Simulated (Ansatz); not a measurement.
## Rh: from a trial structure to a relaxed crystal

These are results of DFT PBEsol, scalar-relativistic, plane waves, PAW in Ansatz, not measurements.

The start puts Rh on the iodine structure type (Cmce, No. 64), at a guessed volume.

The final relaxation ran on this input, with the default PAW datasets:

```yaml
crystal:
  lattice:
    - [-1.3449951596, 1.3449951596, 1.8677850575]
    - [1.3449951596, -1.3449951596, 1.8677850575]
    - [1.3449951596, 1.3449951596, -1.8677850575]
  atoms:
    - { symbol: Rh, position: [0.5, 0.5, 0.0] }
basis:
  ecutwfc: 420
kpoints:
  mp_grid: { grid: [28, 28, 28] }
hamiltonian:
  xc: pbesol
scf:
  occupations: { method: gaussian, width: 0.1 }
output:
  forces: true
  stress: true
  eigenvalues: true
relax:
  adjacent_minimum: "off"
  f_tol: 0.01
  max_steps: 80
  cell: { stress_tol: 0.05 }
```

It can be run as:

```bash
ansatz run input.yaml --threads 1 --pin off --backend cpu --events-out ev --progress --plain --runs-dir out  # memory cap (--max-ram) not shown
```

The program printed at the end:

```
SCF converged after 5 iterations
Free energy (F): -6338.749142 eV
Harris-Foulkes:  -6338.749142 eV  (|F-HF|=0.00e0)
Internal energy: -6338.742619 eV  (E = F + TS)
E sigma→0 (E₀):  -6338.745880 eV
Entropy (-TS):   -0.006523 eV (-6.523 meV/atom)
Fermi energy:    22.771008 eV
--- Per-component energies (eV) ---
  E_band       = -79.817467
  E_kinetic    = 573.729554
  E_local      = -1541.064368  (includes V_loc(G=0)·N_el)
  E_nonlocal   = 356.259632
  E_hartree    = 540.565754
  E_xc         = -220.853417
  E_vxc        = -278.288179  (∫ρ·V_xc dr)
  E_paw        = -3523.797564  (= ΣΔE_a)
  E_vpaw       = -271.586401  (= ΣTr[D̂ρ^β])
  E_aug_tail   = 0.000801  (compensation charges beyond the density's cutoff)
  E_ewald      = -2523.859212
  E_core_change = 0.276200  (= ΣΔE_core)
  E_smearing   = -0.006523  (= −TS)
  E_closure    = 0.000000  (closes the sum)
  Σ components = -6338.749142   (vs F -6338.749142, Δ=0.00e0)
--- Forces (eV/Å), atoms counted from 1 ---
  atom   1  Rh     0.00000000     0.00000000     0.00000000
  max |Σ_I F_I| component: 2.76e-30 eV/Å
--- Stress (GPa, compression-positive) ---
        0.009381       0.000000       0.000000
        0.000000       0.009381       0.000000
        0.000000       0.000000       0.023142
  P = ⅓ Tr σ = 0.0140 GPa (0.140 kbar)
--- Relaxed structure (4 steps of the walk, 4 accepted, 1 SCFs on fresh bases) ---
  F+E_penalty+E_count = -6338.74914185 eV   max|allowed force component| = 0.000e0 eV/Å   (the final SCF, on the basis selected at the relaxed cell)
  cell:  # Å, volume = 13.5015 Å³
    - [-1.336421, 1.336421, 1.889886]
    - [1.336421, -1.336421, 1.889886]
    - [1.336421, 1.336421, -1.889886]
  atoms:
    - { symbol: Rh, position: [0.500000, 0.500000, 0.000000] }
```

Total energies depend on the potentials used, so only differences within one code and one set of settings carry meaning.

The result has space group Fm-3m (No. 225). Around Rh lie 12 Rh at 2.67 Å.

Symmetry constrained the relaxation, so the result can be a saddle point.